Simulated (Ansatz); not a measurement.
The relaxed structure here is a generated cell of Ga: the first start was made by placing the elements on the sites of a structure type, and the end was not matched to a known phase here, so it may be hypothetical. Known forms of Ga include space group No. 64.

A relaxed cell of Ga (P6₃/mmc (No. 194)), relaxed on a k-mesh at least as fine as the one used below. These are r2SCAN (plane waves to 500 eV, PAW, scalar-relativistic; Ansatz, a first-principles code) values and carry that method's errors. Γ-centred k-mesh 9×9×3 on the run's cell (coarser than for final values), Fermi–Dirac smearing 0.05 eV.

```xyz
8
Lattice="4.3427 0.0000 0.0000 -2.1714 3.7609 0.0000 0.0000 0.0000 10.6320" Properties=species:S:1:pos:R:3 pbc="T T T"
Ga     0.0000     0.0000     1.3290
Ga     0.0000     0.0000     6.6450
Ga     0.0000     0.0000     3.9870
Ga     0.0000     0.0000     9.3030
Ga     0.0000     2.5073     1.3290
Ga     0.0000     2.5073     6.6450
Ga     2.1714     1.2536     3.9870
Ga     2.1714     1.2536     9.3030
```

The atoms are displaced by (Å):

| atom | ux | uy | uz |
|---|---|---|---|
| Ga1 | -0.079 | 0.074 | -0.104 |
| Ga2 | -0.053 | -0.088 | 0.036 |
| Ga3 | -0.013 | 0.010 | -0.017 |
| Ga4 | 0.028 | -0.063 | -0.245 |
| Ga5 | -0.018 | 0.078 | 0.028 |
| Ga6 | -0.089 | -0.042 | -0.078 |
| Ga7 | -0.005 | -0.097 | -0.006 |
| Ga8 | -0.020 | 0.086 | -0.042 |

### Question
What forces (eV/Å) and pressure result?

### Answer
```
atom     Fx     Fy     Fz
----  -----  -----  -----
Ga1    0.30   0.09  -0.18
Ga2   -0.32   0.23  -1.07
Ga3    0.11  -0.50   0.08
Ga4   -0.05   1.01   1.18
Ga5   -0.37  -0.05  -0.05
Ga6    0.21  -0.23  -0.12
Ga7   -0.03   0.48  -0.04
Ga8    0.14  -1.03   0.20
```

Pressure +0.6 GPa.

### Question
Estimate the energy cost of the displacement in the harmonic approximation and compare with the calculation.

### Answer
For a harmonic well ΔE = −½ Σ F·u = 0.273 eV a cell, or 34 meV/atom. The calculated energy relative to the undisplaced cell is +0.03 eV/atom, so the harmonic estimate holds well.

The undisplaced cell is probably no minimum: from this displacement the run went on to Cmcm (No. 63), 0.17 eV/atom below it.

No spin polarisation in the result.
